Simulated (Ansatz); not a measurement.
FeCl4:
```
FeCl4
1.0
    3.59663    -4.68771     0.00000
    3.59663     4.68771     0.00000
    0.00000     0.00000     3.47947
Fe Cl
1 4
Cartesian
  3.59663   0.00000   1.73973
  3.59663  -2.14344   1.73973
  3.59663   2.14344   1.73973
  1.93257   0.00000   0.00000
  5.26069   0.00000   0.00000
```
The run is spin-polarised; directions of the spins, atom by atom: ↑ 0 0 0 0.

Relaxed with r²SCAN+D4. Special points in fractions of this cell's reciprocal vectors: Γ (0.000, 0.000, 0.000); Y (-0.500, 0.500, 0.000); C0 (-0.397, 0.603, 0.000); Σ0 (0.397, 0.397, 0.000); Z (0.000, 0.000, 0.500); A0 (0.397, 0.397, 0.500); E0 (-0.397, 0.603, 0.500); T (-0.500, 0.500, 0.500); S (0.000, 0.500, 0.000); R (0.000, 0.500, 0.500).

Problem. List the band energies nearest the Fermi level at these points for plane-wave PAW r²SCAN+D4 (Ansatz code).

Solution. In eV from the Fermi level; about four levels below and three above (degenerate sets whole), none deeper than 8.9 eV; … stands for higher levels left out; points with the same levels are listed once.

```tsv
k	below	above
Γ ↑	-0.35 -0.30 -0.23 -0.20	0.84 6.63 …
Y ↑	-0.49 -0.44 -0.21 -0.12	8.52 …
C0 ↑	-0.52 -0.48 -0.43 -0.19	0.07 8.41 …
Z ↑	-1.10 -0.69 -0.31 0.00	8.74 …
A0 ↑	-1.23 -0.59 -0.42 -0.35	0.76 6.94 …
T ↑	-1.26 -0.45 -0.29 -0.29	0.82 6.74 …
S ↑	-0.58 -0.58 -0.47 -0.43 -0.14	0.62 7.99 …
R ↑	-1.10 -1.07 -0.85 -0.45	0.51 8.03 …
Γ ↓	-1.25 -0.45 -0.22 -0.02	0.01 0.54 0.98
Y ↓	-1.43 -1.35 -0.41 -0.17	0.58 1.41 1.49
C0 ↓	-1.40 -1.34 -0.37 -0.15	0.58 1.42 1.43
Z ↓	-1.90 -1.40 -0.92 -0.35	1.02 1.05 1.24
A0 ↓	-1.20 -1.12 -0.91 -0.11	0.92 1.05 1.32
T ↓	-1.15 -1.07 -0.94 -0.05	0.87 1.05 1.37
S ↓	-1.30 -0.43 -0.27 -0.09	0.59 1.17 1.42
R ↓	-1.77 -0.92 -0.75 -0.44	1.03 1.04 1.18
```

Space group Cmmm. The first step of the workflow began from a Materials Project structure, measured or hypothetical; the Crystallography Open Database copy checked does not list it. Whether it is the stable phase at ambient conditions was not checked. The r²SCAN+D4 relaxation kept the symmetry of its start; its stability against distortions is not shown here. Magnetic state: ferromagnetic, the only order run, not a proven ground state. The cell computed holds one magnetic atom, so no antiferromagnetic order was within reach. Other orbital occupations within this spin state were not tried. No Hubbard U is applied. The compound may be a true metal, but semilocal functionals without U, or a wrong spin order, can also close a gap.

Potentials: the later of the program's two PAW sets.
